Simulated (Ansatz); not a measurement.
# GaP2: rattling a relaxed structure

The structure comes from a generated guess, relaxed at this level; another structure or a mixture of phases may lie lower.

Theory: DFT PBE, scalar-relativistic, plane waves, PAW in Ansatz 0.2.0. Cutoff 420 eV; k points 6×6×8 on the computed 6-atom cell (Γ-centred); Gaussian smearing, width 0.10 eV; no spin polarisation.

The cell below (6 atoms, space group Pnnm (No. 58)) is relaxed within its symmetry.

```xyz
6
Lattice="4.9602 0.0000 0.0000 0.0000 6.1256 0.0000 0.0000 0.0000 3.6409" Properties=species:S:1:pos:R:3 pbc="T T T"
Ga    2.4801    0.0000    1.8205
Ga    0.0000    3.0628    0.0000
P     0.8223    0.6549    0.0000
P     4.1379    5.4707    0.0000
P     3.3024    2.4079    1.8205
P     1.6578    3.7177    1.8205
```

For the test a repeat of it with 12 atoms (edges 4.96, 6.13, 7.28 Å) was strained at random (σ = 1.5 % a component), the atoms were moved at random (σ = 0.05 Å), and all was relaxed again on a coarse 4×4×4 mesh (in the run’s order of axes) with 0.20 eV smearing, with no symmetry imposed.

Question: What happens?

Answer: It returns, within 1 meV/atom of the unmoved cell on that mesh and with the same symmetry when read at 0.1 Å (P2_12_12_1 at 0.01 Å, so small strains and shifts remain). No instability shows in this cell; modes of other wave vectors, which need another repeat, aren't tested.
